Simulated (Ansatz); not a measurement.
Co (hcp, Mg type)

```xyz
2
Lattice="2.4573 0.0000 0.0000 -1.2286 2.1281 0.0000 0.0000 0.0000 3.9686" Properties=species:S:1:pos:R:3 pbc="T T T"
Co     0.0000     1.4187     2.9765
Co     1.2286     0.7094     0.9922
```

In this cell atom 2 (Co, nearest neighbour Co at 2.439 Å; its periodic images, 2.5 Å or more away, move with it) is moved by s along Cartesian x, unit vector (1.000, 0.000, 0.000); all other atoms and the cell stay fixed.

All values below come from PBEsol (plane waves to 420 eV, PAW, scalar-relativistic; Ansatz, a quantum-chemistry and plane-wave program). k mesh 17×17×10 (Γ-centred), Fermi-Dirac smearing 0.05 eV. E stands for the smeared free energy. With partly filled bands, energies and forces of such displacements shift with the k mesh and the smearing. Co was relaxed with its symmetry unable to fall. Relaxed Co ends ferromagnetic. Other magnetic orders were not checked, so this need not be the ground state. The zero of ΔE is the undisplaced structure. The last digit holds for this mesh only.

| s (Å) | ΔE (meV/cell) |
|---|---|
| -0.490 | 305.7 |
| -0.392 | 205.8 |
| -0.294 | 119.2 |
| -0.196 | 53.7 |
| -0.098 | 13.5 |
| 0.000 | 0.0 |
| 0.098 | 13.5 |
| 0.196 | 53.7 |
| 0.294 | 119.2 |
| 0.392 | 205.8 |
| 0.490 | 305.7 |

What force constant k = d²E/ds² at s = 0 does the table give?

2.8 eV/Å². It is the second difference of the nearest points, corrected with the next pair.

With k = 2.84 eV/Å² from the forces, is the well harmonic out to s = 0.490 Å?

½ks² = 341 meV/cell against the computed 306 meV/cell, so the well is softer than harmonic there.

(For displaced atoms, the force is minus the slope of the energy, and its curvature is a force constant, which sets phonon frequencies.)
